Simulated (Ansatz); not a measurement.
VGe₂ in space group P6_222 (No. 180; V on 3c, Ge on 6i) at seven volumes, PBEsol (plane waves, PAW; program Ansatz), shape and atoms relaxed at each. One row is withheld.

```tsv
V (Å³/atom)	P (GPa)
12.932	17.45
13.358	10.62
13.785	4.87
14.211	0.01
14.637	?
15.064	-7.52
15.490	-10.41
```

Task: Fit the shown pressures and predict the withheld one.

Result: Third-order Birch–Murnaghan: P = (3/2)B₀(x^(7/2) − x^(5/2))[1 + (3/4)(B′ − 4)(x − 1)] with x = (V₀/V)^(2/3). Least squares on the six rows gives V₀ = 14.213 Å³/atom, B₀ = 148.0 GPa, B′ = 4.69. At V = 14.637, x = 0.9806 and P = -4.06 GPa. The run itself gave -4.08 GPa.

The first step of the workflow began from a Materials Project structure, measured or hypothetical; the Crystallography Open Database copy checked does not list it. Its standing as an ambient phase is unchecked. The PBEsol relaxation kept the symmetry of its start; its stability against distortions is not shown here. The workflow began spin-polarised and lost its moments.

Potentials: the later of the program's two PAW sets.
